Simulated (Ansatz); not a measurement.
A geometry of Sb away from equilibrium: step 4 of the relaxation of a randomly generated symmetric cell of Sb (space group No. 156). Method: r2SCAN (plane waves to 500 eV, PAW, scalar-relativistic; Ansatz, a first-principles code). Γ-centred k-mesh 9×9×5 on the run's cell (coarser than for final values), Fermi–Dirac smearing 0.05 eV. The plane waves were selected for a different cell earlier on the path.

```
CELL_PARAMETERS angstrom
      3.99321     0.00000     0.00000
     -1.99660     3.45822     0.00000
      0.00000     0.00000     6.97734
ATOMIC_POSITIONS crystal
  Sb 0.33333 0.66667 0.84948
  Sb 0.66667 0.33333 0.51238
  Sb 0.66667 0.33333 0.11199
```

Q: Give the Cartesian forces on all atoms (eV/Å).

A: 
| atom | Fx | Fy | Fz |
|---|---|---|---|
| Sb1 | 0.00 | 0.00 | -0.13 |
| Sb2 | 0.00 | 0.00 | 0.58 |
| Sb3 | 0.00 | 0.00 | -0.46 |

The path ends in P-6m2 (No. 187). No spin polarisation in the result. The relaxed primitive cell holds an odd number of electrons. A magnetic state may lie lower.

The run could not lose the symmetry of its start, so the end can be a saddle point.

The end of the path is a generated cell of Sb: the first start was made by a random draw of sites in a space group, and the end was not matched to a known phase here, so it may be hypothetical. Known forms of Sb include space group No. 166.
